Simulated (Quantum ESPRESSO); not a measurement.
# Solid-state NMR card for Cs2AgBiBr6

```xyz
10
Lattice="0.0000 5.6161 5.6161 5.6161 0.0000 5.6161 5.6161 5.6161 0.0000" Properties=species:S:1:pos:R:3 pbc="T T T"
Bi     0.0000     0.0000     0.0000
Ag     5.6161     5.6161     5.6161
Cs     2.8080     2.8080     2.8080
Cs     8.4241     8.4241     8.4241
Br     5.6161     2.8433     5.6161
Br     8.3889     5.6161     5.6161
Br     5.6161     8.3889     5.6161
Br     2.8433     5.6161     5.6161
Br     5.6161     5.6161     2.8433
Br     5.6161     5.6161     8.3889
```
The cell was made here from an entry of the Crystallography Open Database (unchecked): atoms relaxed with PBE in the measured cell (PBE without dispersion, pw.x of a modified build of Quantum ESPRESSO, symmetry kept).  Stability against distortions was not tested. The run has no spin polarisation.

Shieldings are absolute and leave out the bulk-susceptibility term; a larger σ means a smaller chemical shift. By our sweeps, such settings leave a few ppm in absolute σ on light atoms and up to some 20 ppm from Zn on. No spin–orbit coupling; Bi is the heaviest element present. No d partial waves on Br: the paramagnetic term there is incompletely reconstructed. Static lattice: thermal averaging is not included.

Shieldings of H and of elements past Ba are not listed.

Q: What do the calculations give at each independent site (shieldings by PBE GIPAW (Quantum ESPRESSO, JTH PAW datasets), 20 Ha, k-mesh 4×4×4 shifted, f-sum rule met within 0.002 %)?

A: 
```
site                          site symmetry  σ_iso (ppm)
----------------------------  -------------  -----------
Bi (atom 1)                            m-3m            –
Ag (atom 2)                            m-3m         3122
Cs (atoms 3, 4)                        -43m         5617
Br (atoms 5, 6, 7, 8, 9, 10)            4mm         2351
```
